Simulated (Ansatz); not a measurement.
SrSi2 (space group P4_132)

```yaml
crystal:
  lattice:
    - [6.43296, 0.00000, 0.00000]
    - [0.00000, 6.43296, 0.00000]
    - [0.00000, 0.00000, 6.43296]
  atoms:
    - { symbol: Sr, position: [0.87500, 0.12500, 0.62500] }
    - { symbol: Sr, position: [0.12500, 0.62500, 0.87500] }
    - { symbol: Sr, position: [0.62500, 0.87500, 0.12500] }
    - { symbol: Sr, position: [0.37500, 0.37500, 0.37500] }
    - { symbol: Si, position: [0.67348, 0.67348, 0.67348] }
    - { symbol: Si, position: [0.57652, 0.42348, 0.92348] }
    - { symbol: Si, position: [0.82652, 0.32652, 0.17348] }
    - { symbol: Si, position: [0.92348, 0.57652, 0.42348] }
    - { symbol: Si, position: [0.17348, 0.82652, 0.32652] }
    - { symbol: Si, position: [0.07652, 0.07652, 0.07652] }
    - { symbol: Si, position: [0.32652, 0.17348, 0.82652] }
    - { symbol: Si, position: [0.42348, 0.92348, 0.57652] }
```

The slice is a {100} plane (indices of the conventional cell) through the point (0.375, 0.375, 0.375) (fractional), spanned by u = [100] and v = [010] in vectors of this cell: u (6.43 Å) and v (6.43 Å, at 90° to u). It covers one period; positions are fractions (u, v).

These are LDA (plane waves to 420 eV, PAW, scalar-relativistic; Ansatz, an electronic-structure program) values and carry that method's errors. k mesh 6×6×6. Near the nuclei the fields are pseudised (PAW); where an atom keeps semicore shells as valence, they peak there. At this level the bands of SrSi2 touch or barely overlap. SrSi2 was relaxed with its symmetry unable to fall.

Three fields on this plane, each scaled to ten steps between its own extremes (0 low, 9 high; the total valence density on a logarithmic scale, the potential cut 8 eV below its top; x marks points blanked near nuclei; v = 0 in the bottom row):

Map A
```
|xxx953456665432249xx|
|xxx733455654321127xx|
|x9742234554321101379|
|55322233444321111134|
|33322222333222222222|
|34433211122222333333|
|55543211001124555555|
|66554310000235677776|
|76654320001246xxxxx8|
|76544321012357xxxxx8|
|75433221223568xxxxx8|
|64322222345679xxxxx8|
|53211224567899xxxxx6|
|321112356xxxxx988765|
|321012357xxxxx876544|
|542112357xxxxx865445|
|x97312357xxxxx754579|
|xxx732357xxxxx6447xx|
|xxx942356888865459xx|
|xxxx5335677765335xxx|
```

Map B
```
|xxx037887667898720xx|
|xxx058987667898740xx|
|x0047999766788886300|
|23578999876778988642|
|67899999876778999877|
|88999998777788999988|
|88899988777788876788|
|77778877788887400046|
|56667777888984xxxxx3|
|56666677889970xxxxx0|
|57777777899860xxxxx0|
|78887788887650xxxxx1|
|89988888740000xxxxx5|
|888899984xxxxx100147|
|677889970xxxxx056666|
|224689960xxxxx067643|
|x00368970xxxxx166300|
|xxx047884xxxxx4640xx|
|xxx027886300157630xx|
|xxxx2688755578862xxx|
```

Map C
```
|xxx701577765431007xx|
|xxx302688653210004xx|
|x7300367753110000037|
|10001345421000110000|
|01233233210001222100|
|35664311000002454222|
|57875310000014676544|
|67874200000146887666|
|77652100001357xxxxx8|
|76531000012578xxxxx8|
|75310000135688xxxxx8|
|64210001457899xxxxx8|
|53100124678899xxxxx7|
|310012468xxxxx987776|
|000012578xxxxx876531|
|100002467xxxxx763100|
|x74001256xxxxx751037|
|xxx300246xxxxx7303xx|
|xxx700246888876107xx|
|xxxx1035677765301xxx|
```

**Question.** Assign the maps to these fields: electron localisation function (ELF); valence electron density; electrostatic potential energy of an electron, from the cell's mean.

**Answer.** A is the valence electron density; B is the electrostatic potential energy of an electron, from the cell's mean; C is the electron localisation function (ELF).
